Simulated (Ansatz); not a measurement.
Pt (fcc, Cu type), conventional cell a = 3.9701 Å, b = 3.9701 Å, c = 3.9701 Å, α = 90.00°, β = 90.00°, γ = 90.00°. The calculation uses the primitive cell of 1 atom, to which meshes and values per cell refer.

E(V) scan at fixed shape, V₀ the volume above. Symmetry pins the atoms to their sites.

Calculation: PBE (plane waves to 420 eV, PAW, scalar-relativistic; Ansatz, a program for electronic structure). k mesh 20×20×20 (Γ-centred), Fermi-Dirac smearing 0.05 eV. E stands for the smeared free energy. Compression counts positive. Pt is run without spin polarisation. Pt was relaxed with its symmetry unable to fall. Spin-orbit coupling is left out, though Pt is heavy. The PAW data are Ansatz's earlier set. The zero of ΔE is the relaxed starting cell.

```tsv
V (Å³/atom)	P (GPa)	ΔE (meV/atom)
14.079	34.8	152
14.340	27.3	101
14.601	20.7	62
14.862	14.6	___
15.122	9.2	___
15.383	4.4	3
15.644	0.0	0
15.905	-3.9	3
16.165	-7.4	___
16.426	-10.6	27
16.687	-13.4	47
16.947	-15.9	71
17.208	-18.2	98
```

Question: Fill in the missing entries.

Answer: 
- 14.862, ΔE (meV/atom): 34
- 15.122, ΔE (meV/atom): 14
- 16.165, ΔE (meV/atom): 13

(Under strain, the slope of the energy per volume gives the stress and its curvature an elastic modulus.)
